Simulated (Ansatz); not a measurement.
**Spin spirals in MnSe (F-43m)**

```
Mn Se
1.0
     0.00000    2.91000    2.91000
     2.91000    0.00000    2.91000
     2.91000    2.91000    0.00000
Mn Se
1 1
Direct
  0.00000 0.00000 0.00000
  0.25000 0.25000 0.25000
```

Geometry: a structure as deposited in COD; nothing is relaxed.

Settings: LDA, 12×12×12 k mesh, Fermi–Dirac smearing of 0.03 eV. PAW means Ansatz 0.2.0 on its default frozen-core files; LAPW is all-electron LAPW in Ansatz 0.2.0. Site moments are integrated in spheres about the atoms, whose radii differ between the methods. Start moments of the first PAW run (μB): Mn1 4.1.

Flat spirals without spin–orbit coupling: moments start in the xy plane and turn about z by q·R from cell to cell, and their directions inside a cell are free. q runs from Γ to X = (-0.500, -0.500, 0.000) in reciprocal cell vectors. Energies count from each method's run at q = 0. Each q is a vector of the k mesh, and the mesh is shifted by q/2 where needed, so that both spin components are sampled on the same points as at q = 0.

```json
{"fraction of Γ–X": "0.000", "q (1/Å)": "0.000", "ΔF PAW (meV/cell)": "0.0", "ΔF LAPW (meV/cell)": "0.0", "largest moment, PAW (μB)": "4.10"}
{"fraction of Γ–X": "0.167", "q (1/Å)": "0.180", "ΔF PAW (meV/cell)": "-17.4", "ΔF LAPW (meV/cell)": "–", "largest moment, PAW (μB)": "4.10"}
{"fraction of Γ–X": "0.333", "q (1/Å)": "0.360", "ΔF PAW (meV/cell)": "-70.9", "ΔF LAPW (meV/cell)": "-71.0", "largest moment, PAW (μB)": "4.09"}
{"fraction of Γ–X": "0.500", "q (1/Å)": "0.540", "ΔF PAW (meV/cell)": "-143.9", "ΔF LAPW (meV/cell)": "–", "largest moment, PAW (μB)": "?"}
{"fraction of Γ–X": "0.667", "q (1/Å)": "0.720", "ΔF PAW (meV/cell)": "-210.5", "ΔF LAPW (meV/cell)": "-210.9", "largest moment, PAW (μB)": "4.00"}
{"fraction of Γ–X": "0.833", "q (1/Å)": "0.900", "ΔF PAW (meV/cell)": "?", "ΔF LAPW (meV/cell)": "–", "largest moment, PAW (μB)": "3.96"}
{"fraction of Γ–X": "1.000", "q (1/Å)": "1.080", "ΔF PAW (meV/cell)": "-271.5", "ΔF LAPW (meV/cell)": "–", "largest moment, PAW (μB)": "3.95"}
```

**Question.** Give the missing entry: row "0.833", column "ΔF PAW (meV/cell)".

**Answer.** -255.7.

**Question.** Fill in "largest moment, PAW (μB)" for the row "0.500".

**Answer.** 4.05.

The lowest point lies at 1.000 of the way, 271.5 meV/cell under q = 0, so the antiferromagnetic state at the zone boundary wins along this line.

**Question.** The line ends at half a reciprocal vector. Fit ΔF(f) = A₁(1 − cos πf) + A₂(1 − cos 2πf) to the PAW points, leaving out f = 0.833. What does it give?

**Answer.** A₁ = -136.2 and A₂ = -3.3 meV/cell, with a worst miss of 2.5 meV. At f = 0.833 the fit gives -255.7 meV against the computed -255.7. In a Heisenberg model A₁ and A₂ sum the couplings to the first and second lattice planes normal to q.

**Question.** A further pair of PAW runs: cone of 60 degrees at 1 of the way from Γ to X (directions held, energy taken at the target), against the same at q = 0. What is the energy difference?

**Answer.** -214.6 meV/cell, with a largest moment of 3.99 μB.

The PAW files were made with PBE; the program remakes their cores once for the run's functional and then keeps them frozen. The Ansatz runs typed with the search for lower states off end where their start leads. The magnetic state is the one that this cell and start allow. It needn't be the compound's measured order, which may need a larger cell or be absent.
